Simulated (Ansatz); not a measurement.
Cell and atoms are relaxed with the symmetry kept. Start:

```xyz
8
Lattice="-1.6967 2.1843 5.9925 1.6967 -2.1843 5.9925 1.6967 2.1843 -5.9925" Properties=species:S:1:pos:R:3 pbc="T T T"
Sc    0.0000    2.1843    0.0000
Sc    0.0000    0.0000    9.7314
Sc    0.0000    0.0000    2.2537
Co    1.6967    0.0000    0.0000
C     1.6967    1.4574    1.4957
C     0.0000    0.7270    7.4883
C     0.0000    0.7270    4.4968
C     1.6967    1.4574   -1.4957
```

Theory: DFT PBEsol, scalar-relativistic, plane waves, PAW (Ansatz 0.2.0).

Settings: cutoff 420 eV, Γ-centred mesh 14×14×14 on the computed 8-atom cell, Gaussian smearing of 0.10 eV; no spin polarisation.

Task: What does it relax to?

Result: The volume falls by 0.32 Å³/atom to 10.78 Å³/atom, and the energy falls by 9.7 meV/atom. Final structure:
```cif
data_structure
_symmetry_space_group_name_H-M 'P 1'
_symmetry_Int_Tables_number 1
_cell_length_a 6.5156
_cell_length_b 6.5156
_cell_length_c 6.5156
_cell_angle_alpha 149.742
_cell_angle_beta 141.573
_cell_angle_gamma 49.672
_cell_volume 86.24
loop_
_atom_site_label
_atom_site_type_symbol
_atom_site_fract_x
_atom_site_fract_y
_atom_site_fract_z
_atom_site_occupancy
Sc1 Sc 0.50000 0.00000 0.50000 1
Sc2 Sc 0.81157 0.81157 0.00000 1
Sc3 Sc 0.18843 0.18843 0.00000 1
Co1 Co 0.00000 0.50000 0.50000 1
C1 C 0.45355 0.62264 0.83090 1
C2 C 0.79174 0.62264 0.16910 1
C3 C 0.54645 0.37736 0.16910 1
C4 C 0.20826 0.37736 0.83090 1
```

Spin polarisation was left out, and a magnetic state may lie lower.

Cost: 1 run of about 26 core-minutes, on Intel Xeon Platinum 8259CL (Skylake/Cascade Lake) (shared hosts).